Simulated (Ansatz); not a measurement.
CuCl:
```
CELL_PARAMETERS angstrom
      1.84160     1.06325     3.00533
     -1.84160     1.06325     3.00533
      0.00000    -2.12650     3.00533
ATOMIC_POSITIONS crystal
  Cu 0.00859 0.00859 0.00859
  Cl 0.75842 0.75842 0.75842
```

x, y and z are the axes in which the lattice vectors are written.

### Question
Give the proper piezoelectric stress tensor with relaxed ions from the program Ansatz at the LDA level (PAW).

### Answer
In C/m², rows x, y, z, Voigt columns; mesh uncertainty up to 0.01.
```
 0.00   0.00   0.00   0.00   0.23   0.34
 0.34  -0.34   0.00   0.23   0.00   0.00
 0.24   0.24  -0.47   0.00   0.00   0.00
```

The elastic tensor of the same run (GPa):

|  | 1 | 2 | 3 | 4 | 5 | 6 |
|---|---|---|---|---|---|---|
| 1 | 94.9 | 66.1 | 62.2 | 5.2 | 0.0 | 0.0 |
| 2 | 66.1 | 94.9 | 62.2 | -5.2 | 0.0 | 0.0 |
| 3 | 62.2 | 62.2 | 98.4 | 0.0 | 0.0 | 0.0 |
| 4 | 5.2 | -5.2 | 0.0 | 10.7 | 0.0 | 0.0 |
| 5 | 0.0 | 0.0 | 0.0 | 0.0 | 10.7 | 5.2 |
| 6 | 0.0 | 0.0 | 0.0 | 0.0 | 5.2 | 14.4 |

### Question
Convert to strain constants d = e·S.

### Answer
In pC/N:
```
  0.0    0.0    0.0    0.0   12.7   18.7
  9.4   -9.4    0.0   12.7    0.0    0.0
  6.5    6.5  -13.1    0.0    0.0    0.0
```

Space group F-43m (zinc blende). The cell was relaxed with LDA under the symmetry of its start; phonons on a q-mesh show no instability. The run is not spin-polarised.

Potentials: the later of the program's two PAW sets.
